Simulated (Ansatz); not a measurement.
Phonons of rocksalt-structured LaAs

Method: PBEsol, scalar-relativistic; no spin polarisation; PAW, 420 eV, Gaussian smearing of 0.15 eV; code Ansatz. The datasets are Ansatz's generated set soft_2.

```
La As
1.0
     0.00000    3.05497    3.05497
     3.05497    0.00000    3.05497
     3.05497    3.05497    0.00000
La As
1 1
Cartesian
  3.0550 3.0550 3.0550
  0.0000 0.0000 0.0000
```

The start was a prototype's sites filled with these elements; the Crystallography Open Database holds the compound in this structure.

Force constants come from finite displacements in a 2×2×2 supercell (the unit cell's 10×10×10 k-mesh, folded to it); the long-range dipole term is not included. Points in reciprocal vectors of this cell: Γ = (0.000, 0.000, 0.000), X = (0.500, 0.000, 0.500), U = (0.625, 0.250, 0.625), K = (0.375, 0.375, 0.750), L = (0.500, 0.500, 0.500), W = (0.500, 0.250, 0.750).

**Question.** Is the structure dynamically stable along this path, and where does the spectrum end?

**Answer.** Yes: no branch is imaginary beyond numerical noise. The highest frequency is 169 cm⁻¹, at L. Points that don't fit the supercell are interpolated.

Frequencies at the named points (cm⁻¹, imaginary ones negative):
```tsv
point	ω (cm⁻¹)
Γ	0 0 0 129 129 129
X	78 78 112 135 135 152
U	89 111 112 131 145 155
K	89 111 112 131 145 155
L	99 99 136 136 160 169
W	105 105 111 126 151 151
```

**Question.** What does the harmonic approximation give for the vibrational free energy, entropy and heat capacity?

**Answer.** Zero-point energy 22.6 meV/atom.
```csv
T (K),F_vib (meV/atom),S (J/K per mole of atoms),C_V (J/K per mole of atoms)
100,17.0,14.9,19.3
200,-6.9,29.9,23.3
300,-43.2,39.6,24.2
400,-88.0,46.6,24.5
500,-139.2,52.1,24.7
600,-195.5,56.6,24.8
700,-256.2,60.4,24.8
800,-320.6,63.7,24.8
900,-388.1,66.6,24.9
1000,-458.6,69.3,24.9
```

The highest mode, 169 cm⁻¹, is worth 240 K. At 300 K the heat capacity has reached 97 % of the classical limit 3R = 24.9 J/K per mole of atoms, since all modes lie under k_BT.

The crystal is a metal or nearly so; low and unstable modes depend on mesh and smearing.

It ran for 72 s on 4 threads of Arm Neoverse V1, with other jobs on the host, peak memory 1.9 GiB.

Scalar-relativistic only: spin–orbit splittings of the heavy atoms' levels are missing.
